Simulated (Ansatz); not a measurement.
BAs:
```cif
data_As3B3
_chemical_formula_sum 'B3 As3'
_space_group_name_H-M_alt 'P6422'
_space_group_IT_number 181
_space_group_name_Hall 'P 64 2 (0 0 2)'
_cell_length_a 3.42908
_cell_length_b 3.42908
_cell_length_c 7.40282
_cell_angle_alpha 90.000
_cell_angle_beta 90.000
_cell_angle_gamma 120.000
loop_
_atom_site_label
_atom_site_type_symbol
_atom_site_symmetry_multiplicity
_atom_site_Wyckoff_symbol
_atom_site_fract_x
_atom_site_fract_y
_atom_site_fract_z
_atom_site_occupancy
B1 B 3 c 0.50000 0.00000 0.00000 1
As1 As 3 d 0.50000 0.00000 0.50000 1
```

This is the PBEsol-relaxed structure.

**Question.** All from PBEsol in the plane-wave PAW code Ansatz, unless another level is named. Estimate the formation energy from the elements (no fitted shifts).

**Answer.** 0.38 eV/atom.

**Question.** And the gap with spin–orbit coupling?

**Answer.** 0.30 eV.

**Question.** Predict the electron effective mass.

**Answer.** 0.19, 0.32, 0.32 mₑ (principal values).

**Question.** Give the hole effective mass.

**Answer.** 0.20, 0.41, 0.41 mₑ (principal values).

**Question.** Give the weight of the conduction-edge state by species (Voronoi cells).

**Answer.** B 54 %, As 46 %.

Space group P6_422. The start of the workflow was typed in or built on a structure type; neither database checked (COD, Materials Project) lists it. It is not the phase usual at ambient conditions (space group No. 216). The cell was relaxed with PBEsol under the symmetry of its start; of distortions, only those at the zone centre were tested. Its formation energy is positive at this level, so the cell may be metastable or incomplete. The references are the lowest solids computed at this level, not always the standard phases. Spin–orbit coupling is left out wherever it is not named.

Potentials: the later of the program's two PAW sets.
